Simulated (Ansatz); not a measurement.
Values for one crystal, relaxed and computed with PBE (plane waves, PAW; program Ansatz); other levels are named.

| Quantity | Result |
|---|---|
| Volume per atom | 10.17 Å³ |
| Electronic character | metallic (no gap) |
| Poisson's ratio | 0.21 |
| Zero-point energy | 81.8 meV/atom |
| Vibrational entropy at 300 K | 12.8 J/(K·mol of atoms) |
| Bulk modulus (Birch–Murnaghan fit) | 2500 kbar |
| Dynamical stability on the path | stable (no imaginary branch) |

### Question
Pick the material that matches.
A) TiC, rock salt
B) TiSi2, Cmcm (Ti on 4c, Si on 4c, Si on 4c)
C) Si2Mo, MoSi2 or CaC2 type
D) ZrC, rock salt

### Answer
A, TiC, rock salt

Space group Fm-3m (rock salt). Symmetry was held in the PBE relaxation. No spin polarisation was allowed.

Potentials: the later of the program's two PAW sets.
